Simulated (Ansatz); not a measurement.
MgTi3N (anti-perovskite, Pm-3m) under volume change, PBE (plane waves, PAW; program Ansatz), scaled uniformly.

```
V (Å³/atom)  E − E(relaxed) (meV/atom)  P (GPa)
-----------  -------------------------  -------
13.410                            61.0    15.98
13.852                            25.6     9.80
14.294                               ?        ?
14.736                             0.0    -0.01
15.178                             5.5    -3.90
15.620                               ?        ?
16.062                            45.0   -10.07
```

Task: Some entries are withheld; supply them.

Result: 
- 15.620, E − E(relaxed) (meV/atom): 21.0
- 15.620, P (GPa): -7.22
- 14.294, E − E(relaxed) (meV/atom): 6.1
- 14.294, P (GPa): 4.52

Task: What does a third-order Birch–Murnaghan fit give for V₀, B₀ and B′?

Result: V₀ = 14.73 Å³/atom, B₀ = 140 GPa, B′ = 4.1.

The start of the workflow was typed in or built on a structure type; neither database checked (COD, Materials Project) lists it. Its standing as an ambient phase is unchecked. The cell was relaxed with PBE under the symmetry of its start; whether a distortion lowers the energy is not shown. The workflow began spin-polarised and lost its moments.

Potentials: the earlier of the program's two PAW sets.
